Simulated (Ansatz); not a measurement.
PtW:
Space group P4/mmm (No. 123); a = b = 2.7138 Å, c = 4.0999 Å, α = β = γ = 90.00°

| atom | site | symmetry | x | y | z |
|---|---|---|---|---|---|
| Pt | 1a | 4/mmm | 0.0000 | 0.0000 | 0.0000 |
| W | 1d | 4/mmm | 0.5000 | 0.5000 | 0.5000 |

Relaxed at zero pressure with DFT-PBEsol in the program Ansatz with PAW potentials.

### Question
The volume is lowered by 9 % and shape and atoms relax at that volume. What pressure results, and how do the axes share the change?

### Answer
38.0 GPa; a -3.1 %, b -3.1 %, c -3.0 %; the energy rises by 148 meV/atom.

### Question
Give the new structure.

### Answer

Space group P4/mmm (No. 123); a = b = 2.629 Å, c = 3.975 Å, α = β = γ = 90.00°

```json
[
 {"atom": "Pt", "site": "1a", "symmetry": "4/mmm", "x": "0.0000", "y": "0.0000", "z": "0.0000"},
 {"atom": "W", "site": "1d", "symmetry": "4/mmm", "x": "0.5000", "y": "0.5000", "z": "0.5000"}
]
```

The phase is kept; no other phase was compared at this pressure.

The start of the workflow was typed in or built on a structure type; neither database checked (COD, Materials Project) lists it. Its standing as an ambient phase is unchecked. The PBEsol relaxation kept the symmetry of its start; whether a distortion lowers the energy is not shown. The run is not spin-polarised. Axis ratios of metals converge slowly with the k-mesh, so a and c are less sure than the volume. Scalar-relativistic: spin–orbit coupling is off unless named, which matters more the heavier the elements.

Potentials: the earlier of the program's two PAW sets. The files were generated under PBE; for other functionals the program regenerates the frozen cores, and for LDA and PBEsol the local potential too.
